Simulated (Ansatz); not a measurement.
Relaxed-ion elastic tensor of TaSe2 in space group P6_3/mmc (No. 194; Ta on 2c, Se on 4f) in GPa (Voigt order), PBEsol (plane waves, PAW; program Ansatz); density 8.55 g/cm³, 21.93 Å³ per atom.

|  | 1 | 2 | 3 | 4 | 5 | 6 |
|---|---|---|---|---|---|---|
| 1 | 157 | 49.7 | 3.8 | 0.0 | 0.0 | 0.0 |
| 2 | 49.7 | 157 | 3.8 | 0.0 | 0.0 | 0.0 |
| 3 | 3.8 | 3.8 | 31.8 | 0.0 | 0.0 | 0.0 |
| 4 | 0.0 | 0.0 | 0.0 | 6.1 | 0.0 | 0.0 |
| 5 | 0.0 | 0.0 | 0.0 | 0.0 | 6.1 | 0.0 |
| 6 | 0.0 | 0.0 | 0.0 | 0.0 | 0.0 | 53.4 |

Task: Is the crystal mechanically stable?

Result: Yes: the smallest eigenvalue of C is 6.1 GPa.

Task: Work out the Voigt, Reuss and Hill averages.

Result: K_V = 51.1, K_R = 25.7, K_H = 38.4; G_V = 32.3, G_R = 12.1, G_H = 22.2 GPa.

Task: Give Young's modulus, Poisson's ratio, Pugh's ratio and the universal anisotropy index.

Result: E = 9KG/(3K + G) = 55.8 GPa; ν = 0.26; K/G = 1.73 (near the Pugh limit of 1.75, no verdict); A_U = 5G_V/G_R + K_V/K_R − 6 = 9.33.

Task: Estimate the sound speeds and the Debye temperature.

Result: v_l = √((K + 4G/3)/ρ) = 2820 m/s, v_t = √(G/ρ) = 1610 m/s, mean 1790 m/s; Θ = (h/k)(3n/4πV)^(1/3) v_m = 190 K.

Task: Solve the Christoffel equation for the three sound speeds along x, y, z.

Result: Eigenvalues of C_ijkl n_j n_l equal ρv². In km/s, slowest first: x 0.84, 2.50, 4.28; y 0.84, 2.50, 4.28; z 0.84, 0.84, 1.93.

Task: How much does each axis shrink under pressure?

Result: Linear compressibilities β_i = Σ_j S_ij (j = 1 to 3): x 4.3, y 4.3, z 30 per TPa.

The first step of the workflow began from a Materials Project structure, measured or hypothetical; the Crystallography Open Database files this formula in space group No. 194, but the cells were not matched. Whether it is the stable phase at ambient conditions was not checked. The cell was relaxed with PBEsol under the symmetry of its start; whether a distortion lowers the energy is not shown. The workflow began spin-polarised and lost its moments. A crystal of weakly bound layers computed without a dispersion correction: the cell and the soft elastic constants depend strongly on that. As this level gives no gap, shear constants depend on the k-mesh and smearing (Fermi–Dirac, 0.1 eV here). Spin–orbit coupling is left out wherever it is not named.

Potentials: the later of the program's two PAW sets.
